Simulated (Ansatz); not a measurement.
**Pressure against volume in ZrTi3N4**

It was reached by relaxing an invented guess, and it needn't be the stable form of this composition.

Theory: DFT PBE, scalar-relativistic, plane waves, PAW in Ansatz. Settings of the last relaxation (8-atom cell): 420 eV, 10×10×10 k points, Gaussian smearing of 0.10 eV, no spin polarisation.

Space group Pm-3m (No. 221). a = 4.356 Å, b = 4.356 Å, c = 4.356 Å, α = 90.00°, β = 90.00°, γ = 90.00°
```
atom  site  symmetry       x       y       z
  Zr    1a      m-3m  0.0000  0.0000  0.0000
  Ti    3c    4/mm.m  0.5000  0.5000  0.0000
   N    3d    4/mm.m  0.0000  0.0000  0.5000
   N    1b      m-3m  0.5000  0.5000  0.5000
```

The cell was set to several volumes, with shape and atoms relaxed at each where symmetry leaves them free. Pressure is positive in compression, and energies count from the lowest row. No row has a gap on its mesh.

| row | V (Å³/atom) | P (GPa) | ΔE (meV/atom) |
| --- | --- | --- | --- |
| 1 | 9.094 | 44.08 | 152.5 |
| 2 | 9.404 | ? | ? |
| 3 | 9.714 | 18.57 | 34.0 |
| 4 | 10.024 | 8.55 | 8.0 |
| 5 | 10.334 | 0.00 | 0.0 |
| 6 | 10.644 | -7.30 | 7.3 |
| 7 | 10.954 | -13.54 | 27.7 |
| 8 | 11.367 | -20.46 | 71.9 |

**Question.** Find B = −V·ΔP/ΔV from rows 4 and 6 and from rows 1 and 3, and from the two its slope B′ and its value B0 at zero pressure.

**Answer.** Rows 4 and 6 give −(10.024 + 10.644)/2 × (-7.30 − (8.55))/(10.644 − 10.024) = 264.2 GPa at a mean pressure of 0.63 GPa. Rows 1 and 3 give −(9.094 + 9.714)/2 × (18.57 − (44.08))/(9.714 − 9.094) = 386.9 GPa at a mean pressure of 31.32 GPa. So B′ = (386.9 − 264.2)/(31.32 − (0.63)) = 4.00 and B0 = 264.2 − 4.00 × (0.63) = 261.7 GPa. A third-order Birch–Murnaghan fit to all the energies gives B0 = 263.0 GPa and B′ = 4.2.

**Question.** Estimate the pressure and energy of row 2.

**Answer.** From row 5, V0 = 10.334 × (1 + (0.00)/261.7) = 10.334 Å³/atom. Murnaghan's form P = (B0/B′)·[(V0/V)^B′ − 1] gives (261.7/4.00) × [(10.334/9.404)^4.00 − 1] = 29.98 GPa; the computed pressure is 30.30 GPa, so the estimate is off by -0.32 GPa. The work of compression from row 3, with the mean of the two pressures, gives ΔE = 34.0 + (29.98 + 18.57)/2 × (9.714 − 9.404)/160.2 × 1000 = 81.0 meV/atom (1 eV/Å³ = 160.2 GPa); the computed value is 80.9 meV/atom.

All volumes keep the k mesh of the relaxed cell. A later test with randomly moved atoms came back to the same energy, though modes that don't fit the test's cell weren't probed.
